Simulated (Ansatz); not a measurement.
A distorted cell of TiAl (CuAu type, space group P4/mmm):

```
CELL_PARAMETERS angstrom
      2.75468     0.00000     0.00000
      0.00000     2.75468     0.00000
      0.00000     0.00000     3.97088
ATOMIC_POSITIONS crystal
  Al 0.50000 0.50000 0.50000
  Ti 0.00000 0.00000 0.00000
```

Level of theory: PBEsol (plane waves to 420 eV, PAW, scalar-relativistic; Ansatz, an electronic-structure program). k mesh 17×17×12 (Γ-centred), Fermi-Dirac smearing 0.05 eV. The energy includes the smearing's −TS. Compression counts positive. TiAl is run without spin polarisation. TiAl was relaxed with its symmetry unable to fall.

Q: Give the stress tensor in GPa and the pressure.

A: 
```
    6.1      0.0      0.0
    0.0      6.1      0.0
    0.0      0.0      6.0
```
The pressure, a third of the trace, is 6.1 GPa.

Q: It is the relaxed cell scaled evenly to V/V₀ = 0.955, atoms relaxed where free. What is its energy relative to the relaxed cell?

A: 13 meV/atom.

(Under strain, the slope of the energy per volume gives the stress and its curvature an elastic modulus.)
